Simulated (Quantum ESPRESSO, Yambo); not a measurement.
**Levels of theory for the gap of LiBaF₃**

LiBaF3 (cubic perovskite, space group Pm-3m, No. 221): one geometry, one set of norm-conserving PBEsol (Quantum ESPRESSO, 84 Ry, with spin-orbit coupling) orbitals, self-energies from Yambo (4×4×4 Γ-centred k mesh, bands 3 to 146 and a 6 Ry block in the screening, 146 bands in G with the Bruneval-Gonze terminator, plasmon pole fitted at 27.2 eV).

The geometry is that of Materials Project entry mp-10250, symmetrised and not relaxed again.

```csv
level,gap Γ → Γ (eV),rough Yambo cost
PBEsol (Quantum ESPRESSO),6.56,–
exchange only (Hartree-Fock self-energy on PBEsol orbitals),18.99,about 1/20 (11 states)
static COHSEX@PBEsol,10.59,within a factor of two (2 states)
"G0W0@PBEsol, plasmon pole",9.89,1 (11 states)
```

Bare exchange has no screening and gives the widest gap; static COHSEX screens it but leaves out the frequency dependence, which G0W0 restores.

Costs are rough ratios of core time on shared machines.

Nearest settings tried, and what they do to the gap: 5 Ry block (93 vectors against 123): +45 meV. Not varied: bands in G, bands in W, mesh. So the settings aren't converged at that level.

The cell is held in this high symmetry; tilts and polar distortions were not searched.

The structure is a Materials Project entry; no match was found in the copy of COD used, and its stability was not checked.
